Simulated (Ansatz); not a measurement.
Ag:
```
CELL_PARAMETERS angstrom
      0.00000     3.77133     3.77133
      3.77133     0.00000     3.77133
      3.77133     3.77133     0.00000
ATOMIC_POSITIONS crystal
  Ag 0.75000 0.75000 0.75000
  Ag 0.50000 0.50000 0.50000
  Ag 0.12500 0.62500 0.12500
  Ag 0.12500 0.12500 0.12500
  Ag 0.62500 0.12500 0.12500
  Ag 0.12500 0.12500 0.62500
```

Relaxed with PBEsol. Special points in fractions of this cell's reciprocal vectors: Γ (0.000, 0.000, 0.000); X (0.500, 0.000, 0.500); U (0.625, 0.250, 0.625); K (0.375, 0.375, 0.750); L (0.500, 0.500, 0.500); W (0.500, 0.250, 0.750).

Problem. List the band energies nearest the Fermi level at these points for plane-wave PAW PBEsol (Ansatz code).

Solution. In eV from the Fermi level; about four levels below and three above (degenerate sets whole), none deeper than 8.9 eV; points with the same levels are listed once.

| k | below | above |
|---|---|---|
| Γ | -2.92 -2.92 -2.21 -2.21 -2.21 | 0.42 1.91 1.91 1.91 |
| X | -3.09 -3.09 -2.74 -2.74 | 0.19 0.19 0.58 0.58 |
| U | -2.91 -2.49 -2.43 -2.03 | 0.52 0.69 3.69 |
| L | -3.06 -3.06 -2.87 -2.87 -2.21 | 0.72 1.59 1.59 |
| W | -2.13 -2.13 -1.76 -1.76 | 3.45 3.45 4.65 4.65 |

Space group Fd-3m. The start of the workflow was typed in or built on a structure type; neither database checked (COD, Materials Project) lists it. It is not the phase usual at ambient conditions (space group No. 225). The PBEsol relaxation kept the symmetry of its start. At this level the phase is dynamically unstable (imaginary phonons). The run is not spin-polarised. Scalar-relativistic: spin–orbit coupling is off unless named, which matters more the heavier the elements.

Potentials: the earlier of the program's two PAW sets. The files were generated under PBE; for other functionals the program regenerates the frozen cores, and for LDA and PBEsol the local potential too.
